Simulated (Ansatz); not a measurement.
TbP in the rocksalt structure

The computed numbers are results of PBEsol, scalar-relativistic (collinear spin) in the plane-wave PAW code Ansatz at 420 eV, Γ-centred 10×10×10 mesh, 0.05 eV Gaussian smearing; PAW files: Ansatz's generated set soft_2.

```xyz
2
Lattice="0.0000 2.7888 2.7888 2.7888 0.0000 2.7888 2.7888 2.7888 0.0000" Properties=species:S:1:pos:R:3 pbc="T T T"
Tb    2.7888    2.7888    2.7888
P     0.0000    0.0000    0.0000
```

The start was a prototype's sites filled with these elements; the Crystallography Open Database holds the compound in this structure.

Magnetic state: ferromagnetic, site spin moments Tb 5.95 μB.

Problem. Which orbitals carry the states at the Fermi level, and how many states are there?

Solution. Within 0.1 eV of it: Tb 4f 95 % (shares among the projected shells). The Fermi level sits on a steep edge: the density of states is 5.6, 2.9 and 13.5 states/eV per cell at −0.1, 0 and +0.1 eV.

Density of states (tetrahedra, averaged over 0.3 eV; states/eV per cell of 2 atoms; energy in eV from the Fermi level):

```
E (eV)   DOS
 -4.90   0.0
 -4.60   5.0
 -4.30  15.2
 -4.00   0.6
 -3.70   4.3
 -3.40   1.4
 -3.10   1.4
 -2.80   0.9
 -2.50   1.0
 -2.20   3.8
 -1.90   4.0
 -1.60   2.4
 -1.30   1.7
 -1.00   1.0
 -0.70   0.4
 -0.40   0.3
 -0.10   3.7
  0.20   9.7
  0.50   9.3
  0.80   1.0
  1.10   0.6
  1.40   0.7
  1.70   0.8
  2.00   0.9
```

Formal charges Tb³⁺, P³⁻ leave Tb³⁺ with an open 4f⁸ shell. Nothing in this functional splits the part-filled shell enough, so f states lie at the Fermi level.

Hund's first rule gives Tb³⁺ with 8 f electrons 6 unpaired spins, a spin moment of 6 μB; the run has 5.95 μB on Tb (atomic spheres) and 8.16 f electrons on orthogonalised orbitals. The moment is close to the ion's, so the f band is nearly fully polarised, though its occupations are fractional. Without spin–orbit coupling the orbital moment, which adds to the spin in such a shell (free ion: L = 3 beside 2S = 6), is missing, so this isn't the moment that neutrons would see.

Without a U the open 4f shell is pinned at the Fermi level, an artefact: in the real crystal it splits into occupied and empty levels away from it, and its large orbital moment is missing here. Spin–orbit coupling, which matters for such heavy elements, is left out. The run wasn't fully tested for a lower electronic state. Site moments are of spin, integrated over atomic spheres. No antiparallel order was tried.

The open shells may stand above their lowest state, and forces and pressures are less sure for it. The relaxed cell is 6 % smaller in volume than the cell of this structure in the Crystallography Open Database (23.00 Å³/atom, 1963).
